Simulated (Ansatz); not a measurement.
The cell is ZnS (P6_3mc) from a database structure; cell and atoms were relaxed with r2SCAN. The symmetry is P6_3mc (No. 186, hexagonal); conventional cell a = 3.809 Å, c = 24.910 Å, 19.56 Å³ an atom. Zn is surrounded by 4 S at 2.33–2.34 Å; Zn is surrounded by 4 S at 2.33 Å; S is surrounded by 4 Zn at 2.33 Å; S is surrounded by 4 Zn at 2.33–2.34 Å.

```cif
data_structure
_symmetry_space_group_name_H-M 'P 1'
_symmetry_Int_Tables_number 1
_cell_length_a 3.8089
_cell_length_b 3.8089
_cell_length_c 24.9099
_cell_angle_alpha 90.000
_cell_angle_beta 90.000
_cell_angle_gamma 120.000
_cell_volume 312.96
loop_
_atom_site_label
_atom_site_type_symbol
_atom_site_fract_x
_atom_site_fract_y
_atom_site_fract_z
_atom_site_occupancy
Zn1 Zn 0.33333 0.66667 0.75004 1
Zn2 Zn 0.33333 0.66667 0.12494 1
Zn3 Zn 0.00000 0.00000 0.00004 1
Zn4 Zn 0.66667 0.33333 0.87516 1
Zn5 Zn 0.66667 0.33333 0.25004 1
Zn6 Zn 0.33333 0.66667 0.37516 1
Zn7 Zn 0.00000 0.00000 0.50004 1
Zn8 Zn 0.66667 0.33333 0.62494 1
S1 S 0.00000 0.00000 0.59372 1
S2 S 0.66667 0.33333 0.96881 1
S3 S 0.33333 0.66667 0.21861 1
S4 S 0.66667 0.33333 0.34388 1
S5 S 0.33333 0.66667 0.84388 1
S6 S 0.33333 0.66667 0.46881 1
S7 S 0.66667 0.33333 0.71861 1
S8 S 0.00000 0.00000 0.09372 1
```

4 runs of the PAW code Ansatz on this cell differ in the functional (and in the settings that go with it). Levels are in eV from each run's valence top; v1 is the last filled band, c1 the first empty one.

Run A, mean stress +1.4 GPa (compression positive):

| point | v4 | v3 | v2 | v1 | c1 | c2 |
| --- | --- | --- | --- | --- | --- | --- |
| Γ | -0.15 | -0.02 | 0.00 | 0.00 | 4.06 | 4.86 |
| M | -1.20 | -1.19 | -1.10 | -0.94 | 5.11 | 5.16 |
| K | -1.79 | -1.75 | -1.64 | -1.64 | 6.20 | 6.49 |
| A | -0.04 | -0.04 | -0.04 | -0.04 | 4.34 | 4.34 |
| L | -1.22 | -1.22 | -1.01 | -1.01 | 5.23 | 5.23 |
| H | -1.82 | -1.82 | -1.58 | -1.58 | 6.33 | 6.33 |

Run B, mean stress +2.3 GPa (compression positive):

| point | v4 | v3 | v2 | v1 | c1 | c2 |
| --- | --- | --- | --- | --- | --- | --- |
| Γ | -0.14 | -0.02 | 0.00 | 0.00 | 2.16 | 2.96 |
| M | -1.12 | -1.11 | -1.03 | -0.88 | 3.32 | 3.36 |
| K | -1.67 | -1.63 | -1.54 | -1.54 | 4.38 | 4.60 |
| A | -0.04 | -0.04 | -0.04 | -0.04 | 2.46 | 2.46 |
| L | -1.14 | -1.14 | -0.94 | -0.94 | 3.45 | 3.45 |
| H | -1.70 | -1.70 | -1.48 | -1.48 | 4.44 | 4.44 |

Run C, mean stress 0.0 GPa (compression positive):

| point | v4 | v3 | v2 | v1 | c1 | c2 |
| --- | --- | --- | --- | --- | --- | --- |
| Γ | -0.15 | -0.02 | 0.00 | 0.00 | 2.72 | 3.49 |
| M | -1.15 | -1.14 | -1.06 | -0.91 | 3.73 | 3.75 |
| K | -1.71 | -1.67 | -1.58 | -1.58 | 4.75 | 5.02 |
| A | -0.04 | -0.04 | -0.04 | -0.04 | 3.00 | 3.00 |
| L | -1.17 | -1.17 | -0.97 | -0.97 | 3.84 | 3.84 |
| H | -1.74 | -1.74 | -1.52 | -1.52 | 4.87 | 4.87 |

Run D, mean stress +1.6 GPa (compression positive):

| point | v4 | v3 | v2 | v1 | c1 | c2 |
| --- | --- | --- | --- | --- | --- | --- |
| Γ | -0.15 | -0.02 | 0.00 | 0.00 | 3.39 | 4.18 |
| M | -1.18 | -1.17 | -1.08 | -0.93 | 4.42 | 4.46 |
| K | -1.76 | -1.72 | -1.62 | -1.62 | 5.49 | 5.78 |
| A | -0.04 | -0.04 | -0.04 | -0.04 | 3.67 | 3.67 |
| L | -1.20 | -1.20 | -1.00 | -1.00 | 4.54 | 4.54 |
| H | -1.79 | -1.79 | -1.56 | -1.56 | 5.62 | 5.62 |

Task: Match the runs to PBE, r2SCAN, HSE06, PBE0.

Result: A is PBE0, B is PBE, C is r2SCAN, D is HSE06. In order of the gap: PBE 2.16, r2SCAN 2.72, HSE06 3.39, PBE0 4.06 eV. The stress vanishes for r2SCAN, which relaxed the cell.

The values are computed, spin-unpolarised, and not measurements.

The program warns that its thresholds are loose for a hybrid's stress.

The meshes of the hybrids are coarse, so their gaps aren't converged to the digits shown.
